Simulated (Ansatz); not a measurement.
Zr (simple cubic): energy against volume

These are results of DFT, PBEsol, plane waves (420 eV) with PAW, scalar-relativistic (Ansatz), not measurements. The PAW files were generated under PBE, with cores re-solved for the functional.

The cell is scaled uniformly from the relaxed one, with fractional coordinates and shape fixed. Energies are extrapolated to zero smearing, pressures are those at the given smearing. Magnetic state: spin not included.

A Birch-Murnaghan fit gives V₀ = 23.47 Å³/atom, B₀ = 71 GPa, B₀′ = 3.8.

(1) What are the energy above the minimum and the pressure at 20.679 Å³/atom?

(2) What are the energy above the minimum and the pressure at 21.619 Å³/atom?

(3) What are the energy above the minimum and the pressure at 26.319 Å³/atom?

## Answers

(1) 90.0 meV/atom and 11.92 GPa as computed.

(2) 36.8 meV/atom and 7.25 GPa as computed.

(3) 64.2 meV/atom and -6.47 GPa as computed.
